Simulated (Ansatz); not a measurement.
Structure relaxation, TiTe₂

The start is a generated cell, TiTe2 placed in the AFLOW prototype AB2_hP9_162_ad_k (as in V2N). A full variable-cell relaxation at zero pressure is run with r2SCAN (plane waves to 500 eV, PAW, scalar-relativistic; Ansatz, a program for electronic structure). The first steps use a coarse 4×4×4 k-mesh.

The start:
```yaml
crystal:
  lattice:
    - [6.76009, 0.00000, 0.00000]
    - [-3.38005, 5.85441, 0.00000]
    - [0.00000, 0.00000, 6.28027]
  atoms:
    - { symbol: Te, position: [0.32500, 0.32500, 0.27200] }
    - { symbol: Te, position: [0.67500, 0.00000, 0.27200] }
    - { symbol: Te, position: [0.00000, 0.67500, 0.27200] }
    - { symbol: Te, position: [0.00000, 0.32500, 0.72800] }
    - { symbol: Te, position: [0.67500, 0.67500, 0.72800] }
    - { symbol: Te, position: [0.32500, 0.00000, 0.72800] }
    - { symbol: Ti, position: [0.00000, 0.00000, 0.00000] }
    - { symbol: Ti, position: [0.66667, 0.33333, 0.50000] }
    - { symbol: Ti, position: [0.33333, 0.66667, 0.50000] }
```

Question: What is the largest force in the starting geometry, and on which atom (counted from 1)?

Answer: About 1.0 eV/Å, on Te1, Te2, Te3, Te4, Te5, Te6 (atoms numbered as listed).

Question: How much energy is released per atom?

Answer: 0.05 eV/atom.

Question: How does the volume per atom move from start to end?

Answer: +0.6 %, from 27.62 to 27.79 Å³/atom.

Question: How do the shortest distances between atoms change?

Answer: The closest pairs of elements (up to four, under 3.6 Å), start → end: Te–Ti 2.69 → 2.76 Å.

Question: Give the final cell and atomic positions.

Answer: 
Space group P-31m (No. 162); a = b = 6.863 Å, c = 6.130 Å, α = β = 90.00°, γ = 120.00°

```json
[
 {"atom": "Te", "site": "6k", "symmetry": "..m", "x": "0.3365", "y": "0.3365", "z": "0.2461"},
 {"atom": "Ti", "site": "1a", "symmetry": "-3.m", "x": "0.0000", "y": "0.0000", "z": "0.0000"},
 {"atom": "Ti", "site": "2d", "symmetry": "3.2", "x": "0.3333", "y": "0.6667", "z": "0.5000"}
]
```

The space group stays P-31m (No. 162) (the run could not lower it); the end is AFLOW prototype AB2_hP9_162_ad_k (as in V2N), with 9 atoms in the primitive cell. Final values are on a 8×8×8 k-mesh of the relaxed cell. No spin polarisation in the result.

The run could not lose the symmetry of its start, so the end can be a saddle point.

The relaxed structure here is a generated cell of TiTe2: the first start was made by placing the elements on the sites of a structure type, and the end was not matched to a known phase here, so it may be hypothetical. Known forms of TiTe2 include space group No. 164.
